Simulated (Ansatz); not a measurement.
Is this Hf₂TiN₃ structure a true minimum?

The structure comes from a generated guess, relaxed at this level; another structure or a mixture of phases may lie lower.

Theory: Ansatz 0.2.0, DFT PBE, scalar-relativistic, plane waves, PAW. Cutoff 420 eV; k points 12×12×4 on the computed 12-atom cell (Γ-centred); Gaussian smearing, width 0.10 eV; no spin polarisation.

The cell below (12 atoms, space group P6_3/mmc (No. 194)) is relaxed within its symmetry.

```cif
data_structure
_symmetry_space_group_name_H-M 'P 1'
_symmetry_Int_Tables_number 1
_cell_length_a 3.0954
_cell_length_b 3.0954
_cell_length_c 16.0502
_cell_angle_alpha 90.000
_cell_angle_beta 90.000
_cell_angle_gamma 120.000
_cell_volume 133.18
loop_
_atom_site_label
_atom_site_type_symbol
_atom_site_fract_x
_atom_site_fract_y
_atom_site_fract_z
_atom_site_occupancy
Hf1 Hf 0.66667 0.33333 0.08607 1
Hf2 Hf 0.66667 0.33333 0.41393 1
Hf3 Hf 0.33333 0.66667 0.91393 1
Hf4 Hf 0.33333 0.66667 0.58607 1
Ti1 Ti 0.66667 0.33333 0.75000 1
Ti2 Ti 0.33333 0.66667 0.25000 1
N1 N 0.00000 0.00000 0.82924 1
N2 N 0.00000 0.00000 0.17076 1
N3 N 0.00000 0.00000 0.50000 1
N4 N 0.00000 0.00000 0.00000 1
N5 N 0.00000 0.00000 0.32924 1
N6 N 0.00000 0.00000 0.67076 1
```

For the test it was strained at random (σ = 1.5 % a component), the atoms were moved at random (σ = 0.10 Å), and all was relaxed again on a coarse 12×12×2 mesh (in the run’s order of axes) with 0.20 eV smearing, with no symmetry imposed.

These runs have no spin–orbit coupling, which can matter for Hf.

**Question.** Is the structure stable against such a distortion?

**Answer.** It returns, within 1 meV/atom of the unmoved cell on that mesh and with the same symmetry when read at 0.1 Å. No instability shows in this cell; modes of other wave vectors, which need another repeat, aren't tested.
